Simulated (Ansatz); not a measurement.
GaP (F-43m), zone-centre modes

Level of theory: DFT r2SCAN, scalar-relativistic, plane waves, PAW (Ansatz 0.2.0). The runs took a 500 eV cutoff, a Γ-centred 8×8×8 mesh and Gaussian smearing (0.05 eV). No spin polarisation.

The starting cell (relaxed at this level):

```
CELL_PARAMETERS angstrom
0.00000 2.72525 2.72525
2.72525 0.00000 2.72525
2.72525 2.72525 0.00000
ATOMIC_POSITIONS crystal
Ga 0.00000 0.00000 0.00000
P 0.75000 0.75000 0.75000
```

Harmonic modes by finite displacements of 0.02 Å, without the LO–TO term.

Question: At this geometry, is the structure stable against these modes?

Answer: Yes: no mode is imaginary beyond 10 cm⁻¹, and only the three translations lie near zero.

Question: List the wavenumbers in cm⁻¹.

Answer: 0, 0, 0, 360, 360, 360.

Cost: 1 run of about 0.5 core-minutes, on Arm Neoverse V1 (shared hosts).